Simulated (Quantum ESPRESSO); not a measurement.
One change at a time to Pt2ScTiZr4

Calculated results; nothing here was measured. They come from Quantum ESPRESSO 7.5, a public plane-wave density functional program. Each row is one single-point run on a made-up periodic cell of eight metal atoms, with elements, volume, strain and displacements drawn at random and not relaxed, so a cell may be unstable or far from any real phase. There is no spin polarisation or spin-orbit coupling.

Settings: PBE unless stated; PseudoDojo standard norm-conserving files; Fermi-Dirac width 0.25 eV, which means electrons at about 2900 K; cutoff 1143 eV; 8 x 5 x 3 k mesh shifted half a step off Gamma. E is the free energy of the whole cell (internal energy minus TS), so a -TS column is already part of it. Stress is positive in tension, and the pressure P is minus a third of its trace.

Checks: one run of this series was repeated at a higher cutoff and on a denser mesh, which moved values by no more than 0.004 eV, 0.03 GPa and 0.006 eV/Å, and a second program with other atomic files agreed on it to 2 % rms in force and 0.5 GPa in pressure. Known limits: the tin pseudopotential is less sure than most, with forces differing by about three percent from a second method on plain tin; heavy elements are run without spin-orbit coupling, which real alloys of them have; a spin test at this wide smearing found no moment, but such smearing suppresses magnetism that the real alloy may have.

The lattice is hexagonal close-packed, and the cell vectors in Å are (-3.078, 0.010, -0.049); (-0.018, 5.262, -0.026); (1.392, -2.588, -9.565), a volume of 155.47 Å³ in run 1. The elements on sites 1 to 8 are Zr Ti Zr Pt Zr Zr Pt Sc. Each later run makes one change to run 1 and keeps the rest. E is counted from run 1, and is n/a where other atomic files have another zero of energy.

| run | change | V (Å³) | P (GPa) | -TS (eV) | rms force (eV/Å) | largest change of a force component (eV/Å) | E (eV) |
|---|---|---|---|---|---|---|---|
| 1 | none | 155.47 | 4.90 | -1.894 | 0.570 | 0.000 | 0.000 |
| 2 | sites 4 and 8 exchanged | 155.47 | 4.58 | -1.851 | 0.684 | 1.734 | -0.708 |
| 3 | all lengths scaled by +0.97 % | 160.04 | 1.52 | -1.948 | 0.529 | 0.125 | ? |
| 4 | PBEsol in place of PBE | 155.47 | -0.19 | -1.895 | 0.553 | 0.093 | n/a |
| 5 | Sn on site 6 | 155.47 | 3.87 | -1.771 | 0.623 | 0.464 | n/a |
| 6 | site 3 moved by -0.16 Å along z | 155.47 | 4.69 | -1.879 | 0.521 | 1.225 | -0.090 |

## Worked estimate

Along a uniform scaling dE = -P dV. The mean of the two pressures is 3.210 GPa and the volume changes by 4.57 Å³, with 160.2 GPa to one eV/Å³. The same two rows give -V dP/dV = 117 GPa for this cell with clamped atoms, which is not the bulk modulus of a real alloy.

## Withheld value

Question: what E should run 3 give?

The estimate is -0.092 eV. The calculation gave -0.091 eV.
